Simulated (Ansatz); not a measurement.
Geometry optimisation in Ansatz: input, command and trajectory.

```yaml
crystal:
  lattice:
    - [4.9510633937, 0.0, 0.0]
    - [0.0, 4.9510633937, 0.0]
    - [0.0, 0.0, 4.9510633937]
  atoms:
    - { symbol: Ga, position: [0.0931698199, 0.0931698199, 0.0931698199] }
    - { symbol: Ga, position: [0.4068301801, 0.9068301801, 0.5931698199] }
    - { symbol: Ga, position: [0.9068301801, 0.5931698199, 0.4068301801] }
    - { symbol: Ga, position: [0.5931698199, 0.4068301801, 0.9068301801] }
    - { symbol: Pt, position: [0.3981862122, 0.3981862122, 0.3981862122] }
    - { symbol: Pt, position: [0.1018137878, 0.6018137878, 0.8981862122] }
    - { symbol: Pt, position: [0.6018137878, 0.8981862122, 0.1018137878] }
    - { symbol: Pt, position: [0.8981862122, 0.1018137878, 0.6018137878] }
basis:
  ecutwfc: 420
kpoints:
  mp_grid: { grid: [8, 8, 8] }
hamiltonian:
  xc: pbesol
scf:
  occupations: { method: gaussian, width: 0.1 }
output:
  forces: true
  stress: true
  eigenvalues: true
relax:
  adjacent_minimum: "off"
  f_tol: 0.01
  max_steps: 30
```

```bash
ansatz run input.yaml --threads 2 --pin off --max-ram 5120MiB --backend cpu --events-out ev --progress --plain --runs-dir out
```

The calculation used DFT PBEsol, scalar-relativistic, plane waves, PAW (Ansatz 0.2.0).

The volume is held at 1.03 times that of the relaxed cell.

Of 3 frames 3 are shown, positions in Å and forces in eV/Å; the SCF threshold varies from step to step.

```xyz
8
Lattice="4.9511 0.0000 0.0000 0.0000 4.9511 0.0000 0.0000 0.0000 4.9511" Properties=species:S:1:pos:R:3:forces:R:3 pbc="T T T" step=1 free_energy_over_end_meV_per_atom=0.26
Ga    0.4613    0.4613    0.4613   -0.0224   -0.0224   -0.0224
Ga    2.0142    4.4898    2.9368    0.0224    0.0224   -0.0224
Ga    4.4898    2.9368    2.0142    0.0224   -0.0224    0.0224
Ga    2.9368    2.0142    4.4898   -0.0224    0.0224    0.0224
Pt    1.9714    1.9714    1.9714   -0.0271   -0.0271   -0.0271
Pt    0.5041    2.9796    4.4470    0.0271    0.0271   -0.0271
Pt    2.9796    4.4470    0.5041    0.0271   -0.0271    0.0271
Pt    4.4470    0.5041    2.9796   -0.0271    0.0271    0.0271
8
Lattice="4.9511 0.0000 0.0000 0.0000 4.9511 0.0000 0.0000 0.0000 4.9511" Properties=species:S:1:pos:R:3:forces:R:3 pbc="T T T" step=2 free_energy_over_end_meV_per_atom=0.12
Ga    0.4595    0.4595    0.4595   -0.0088   -0.0088   -0.0088
Ga    2.0161    4.4916    2.9350    0.0088    0.0088   -0.0088
Ga    4.4916    2.9350    2.0161    0.0088   -0.0088    0.0088
Ga    2.9350    2.0161    4.4916   -0.0088    0.0088    0.0088
Pt    1.9688    1.9688    1.9688   -0.0203   -0.0203   -0.0203
Pt    0.5067    2.9823    4.4443    0.0203    0.0203   -0.0203
Pt    2.9823    4.4443    0.5067    0.0203   -0.0203    0.0203
Pt    4.4443    0.5067    2.9823   -0.0203    0.0203    0.0203
8
Lattice="4.9511 0.0000 0.0000 0.0000 4.9511 0.0000 0.0000 0.0000 4.9511" Properties=species:S:1:pos:R:3:forces:R:3 pbc="T T T" step=3 free_energy_over_end_meV_per_atom=0.00
Ga    0.4583    0.4583    0.4583   -0.0025   -0.0025   -0.0025
Ga    2.0173    4.4928    2.9338    0.0025    0.0025   -0.0025
Ga    4.4928    2.9338    2.0173    0.0025   -0.0025    0.0025
Ga    2.9338    2.0173    4.4928   -0.0025    0.0025    0.0025
Pt    1.9609    1.9609    1.9609    0.0007    0.0007    0.0007
Pt    0.5146    2.9901    4.4365   -0.0007   -0.0007    0.0007
Pt    2.9901    4.4365    0.5146   -0.0007    0.0007   -0.0007
Pt    4.4365    0.5146    2.9901    0.0007   -0.0007   -0.0007
```

It took 18 s on 2 threads of AMD EPYC 9R45 96-Core Processor (Zen 5), with other jobs on the host, peak memory 0.69 GiB.

Spin–orbit coupling is left out, which can shift energies with elements as heavy as these.